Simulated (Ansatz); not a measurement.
WS$_{2}$ in space group P6_3/mmc (No. 194; W on 2c, S on 4f) at seven volumes, r²SCAN+D4 (plane waves, PAW; program Ansatz), shape and atoms relaxed at each. One row is withheld.

| V (Å³/atom) | P (GPa) |
|---|---|
| 16.589 | 6.26 |
| 17.136 | 3.45 |
| 17.683 | 1.44 |
| 18.230 | 0.00 |
| 18.777 | -0.89 |
| 19.323 | -1.38 |
| 19.870 | ? |

Task: Fit the shown pressures and predict the withheld one.

Result: P = (3/2)B₀(x^(7/2) − x^(5/2))[1 + (3/4)(B′ − 4)(x − 1)] with x = (V₀/V)^(2/3). Least squares on the six rows gives V₀ = 18.242 Å³/atom, B₀ = 37.2 GPa, B′ = 13.52. At V = 19.870, x = 0.9446 and P = -1.62 GPa. The run itself gave -1.54 GPa.

Symmetry was held in the r²SCAN+D4 relaxation; phonons on a q-mesh show no instability. The run is not spin-polarised. Spin–orbit coupling is left out wherever it is not named.

Potentials: the earlier of the program's two PAW sets.
